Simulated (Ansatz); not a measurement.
**Surface calculation: hcp Ni (11-20), 2 layers**

The slab is cut from the hcp crystal, which needn't be the stable phase, as relaxed on PAW files (10.41 Å³/atom), with 16 Å of vacuum and a dipole correction:

```xyz
4
Lattice="4.2368 0.0000 0.0000 0.0000 4.0186 0.0000 0.0000 0.0000 17.2231" Properties=species:S:1:pos:R:3 pbc="T T T"
Ni    0.3531    3.0139    8.0000
Ni    1.7654    1.0046    8.0000
Ni    2.4715    3.0139    9.2231
Ni    3.8838    1.0046    9.2231
```

All numbers are PBEsol results (scalar-relativistic) from Ansatz 0.2.0, with a Γ-centred 10×10×1 k mesh, Fermi–Dirac smearing of 0.05 eV, spin-polarised from start moments Ni1 1, Ni2 1, Ni3 1, Ni4 1 μB. Methods: LAPW: all electrons, basis error target 1 meV/atom; PAW: frozen-core files, cutoff 420 eV.

The bulk energy comes from a cell in the slab's orientation on a 10×10×17 mesh. The surface energy is (E(slab) − N·E(bulk))/2A at zero smearing, the mean of both faces; thin slabs carry quantum-size effects.

Other magnetic orders may lie lower. The PAW files were made under PBE. The cell is 1×1, so reconstructions are forbidden, and in slabs of four or five layers the relaxations can be far larger than at a real surface.

As cut, the LAPW slab lies 5.766 eV above 4 atoms of bulk. What surface energy is that?

Over two faces of 17.03 Å² it is 169.3 meV/Å², and times 16.02 J/m² per eV/Å² that gives γ = 2.713 J/m².

```csv
method,γ as cut (J/m²),γ relaxed (J/m²),Φ as cut (eV),Φ relaxed (eV)
LAPW,2.713,2.461,4.65,4.89
PAW,2.717,2.466,4.65,4.89
```

How do the spacings between the planes relax?

From the bottom face up: d12 -33.6 % of 1.223 Å.

How do the moments vary through the slab?

Ni1 0.79, Ni2 0.79, Ni3 0.79, Ni4 0.79 μB in the LAPW spheres; the bulk has Ni 0.66 μB.

What changes if the images along the normal are cut off in place of the dipole correction?

LAPW then gives: no gap, work function 4.89 eV; PAW: no gap, work function 4.89 eV.

What changes if the vacuum is set to 9 Å?

LAPW then gives: no gap, work function 4.89 eV; PAW: no gap, work function 4.89 eV. The program warns that the vacuum is too thin.
